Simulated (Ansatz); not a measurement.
This run works on a proposed trial structure, not on a known crystal.

Input and command of a plane-wave DFT calculation in Ansatz:

```yaml
crystal:
  lattice:
    - [4.6294743188, 0.1417849685, 0.0196562218]
    - [0.9349042615, 7.6337759299, -0.1032627943]
    - [0.8300843944, 3.6927990898, 6.7425898154]
  atoms:
    - { symbol: Al, position: [0.9786509512, 0.9281424005, 0.0284341526] }
    - { symbol: Al, position: [0.478697707, 0.9281102089, 0.0280119615] }
    - { symbol: H, position: [0.5522760618, 0.6346469453, 0.6521416471] }
    - { symbol: H, position: [0.452933684, 0.5571853083, 0.7135011083] }
    - { symbol: H, position: [0.0237801198, 0.929722853, 0.5504735035] }
    - { symbol: H, position: [0.9075786648, 0.9872505008, 0.4804044008] }
    - { symbol: H, position: [0.0132098145, 0.347321049, 0.542217972] }
    - { symbol: H, position: [0.1175101709, 0.4218579312, 0.4822545503] }
    - { symbol: H, position: [0.6112199214, 0.3805400682, 0.1495094033] }
    - { symbol: H, position: [0.4919857628, 0.3165437868, 0.204063896] }
    - { symbol: H, position: [0.263367709, 0.9325673332, 0.8559465499] }
    - { symbol: H, position: [0.1845231435, 0.0942486858, 0.0401591128] }
    - { symbol: H, position: [0.7194028511, 0.0984990359, 0.8680167538] }
    - { symbol: H, position: [0.2380586758, 0.7579987105, 0.1884327713] }
    - { symbol: H, position: [0.6935686549, 0.9229395357, 0.2008009291] }
    - { symbol: H, position: [0.7732361077, 0.7624256468, 0.0156312874] }
basis:
  ecutwfc: 420
kpoints:
  mp_grid: { grid: [6, 4, 4] }
hamiltonian:
  xc: pbe
scf:
  occupations: { method: gaussian, width: 0.02 }
output:
  forces: true
  stress: true
  eigenvalues: true
relax:
  adjacent_minimum: "off"
  f_tol: 0.01
  max_steps: 30
  cell: { stress_tol: 0.1, fix: [volume] }
```

```bash
ansatz run input.yaml --threads 1 --pin off --max-ram 2560MiB --backend cpu --events-out ev --progress --plain --runs-dir out
```

Processor: Arm Neoverse V2, 1 thread, on a host shared with other jobs.

Question: Estimate time, memory and problem size.

Answer: About 3.4 min, peak memory 0.57 GiB. It solves 26 bands at 52 k points (after reduction by symmetry) with about 4661 plane waves, in 56 SCF iterations over 10 ionic steps.
